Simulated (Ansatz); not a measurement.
Cu5Ru: reading a single point

```
CELL_PARAMETERS angstrom
0.00000 3.35794 3.35794
3.35794 0.00000 3.35794
3.35794 3.35794 0.00000
ATOMIC_POSITIONS crystal
Ru 0.00000 0.00000 0.00000
Cu 0.25000 0.25000 0.25000
Cu 0.62500 0.62500 0.62500
Cu 0.12500 0.62500 0.62500
Cu 0.62500 0.62500 0.12500
Cu 0.62500 0.12500 0.62500
```

Level: PBE, no spin polarisation; 420 eV; 9×9×9 Γ-centred mesh; fermi-dirac occupations (width 0.1 eV); Ansatz 0.2.0, fixed geometry.

(1) Give the Bader charges.

(2) What happens at the Fermi level?

(3) Is it stable against the elements?

(4) Is the cell too large or too small?

Origin: a known structure type with other elements, at an estimated volume, so it need not be a known compound.

Answers

(1) Bader charges in e: Cu -0.02 to +0.18, Ru -0.12. In the mean Cu gives up most and Ru takes most.

(2) It is a metal, with about 6 states/eV a cell as the mean within 0.25 eV of the Fermi level, mostly Ru d (65 %) and Cu d (24 %).

(3) 0.30 eV an atom against the elements' usual phases (free molecules for gases, crystals otherwise, with no correction for O₂ or N₂), so at this geometry it isn't bound against them. Relaxing would lower it.

(4) The pressure is -0.3 GPa (compression positive), so with the atoms held at these fractions the cell is close to zero pressure.
